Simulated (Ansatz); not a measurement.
Computed properties of InRh

InRh:
```cif
data_InRh
_chemical_formula_sum 'In1 Rh1'
_space_group_name_H-M_alt 'Pm-3m'
_space_group_IT_number 221
_space_group_name_Hall '-P 4 2 3'
_cell_length_a 3.16061
_cell_length_b 3.16061
_cell_length_c 3.16061
_cell_angle_alpha 90.000
_cell_angle_beta 90.000
_cell_angle_gamma 90.000
loop_
_atom_site_label
_atom_site_type_symbol
_atom_site_symmetry_multiplicity
_atom_site_Wyckoff_symbol
_atom_site_fract_x
_atom_site_fract_y
_atom_site_fract_z
_atom_site_occupancy
In1 In 1 a 0.00000 0.00000 0.00000 1
Rh1 Rh 1 b 0.50000 0.50000 0.50000 1
```

Space group Pm-3m (No. 221), CsCl type; conventional cell a = b = c = 3.161 Å, α = β = γ = 90.00°.

Method: LDA in the plane-wave PAW code Ansatz. Geometry: relaxed at this level of theory. Other levels are named where they apply.

### Cell and energy

```yaml
volume_per_atom: 15.79 Å³
density: 11.45 g/cm³
Formation energy from the elements (no fitted shifts): -0.44 eV/atom
```

### Electronic structure

```yaml
electronic_character: metallic (no gap)
Density of states at the Fermi level: 0.70 states/eV per atom (mean over ±0.08 eV)
```

### Mechanics

```yaml
Bulk modulus (Birch–Murnaghan fit): 1890 kbar
Pressure derivative B′: 5.1
Elastic constants (relaxed ions, GPa): C11 = 185, C12 = 192, C44 = 94.1
mechanical_stability: unstable (C has a negative eigenvalue)
```

### Phonons

```yaml
highest_zone_centre_frequency: 5.50 THz
zone_centre_stability: no imaginary mode at Γ
```

The first step of the workflow began from a Materials Project structure, measured or hypothetical; the Crystallography Open Database files this formula in space group No. 221, but the cells were not matched. Its standing as an ambient phase is unchecked. The cell was relaxed with LDA under the symmetry of its start. No spin polarisation was allowed. As this level gives no gap, shear constants depend on the k-mesh and smearing (Fermi–Dirac, 0.1 eV here). As this level gives no gap, phonon frequencies hold no LO–TO term and depend on the k-mesh and smearing (Fermi–Dirac, 0.1 eV here). The references are the lowest solids computed at this level, not always the standard phases. Spin–orbit coupling is left out wherever it is not named.

Potentials: the later of the program's two PAW sets.
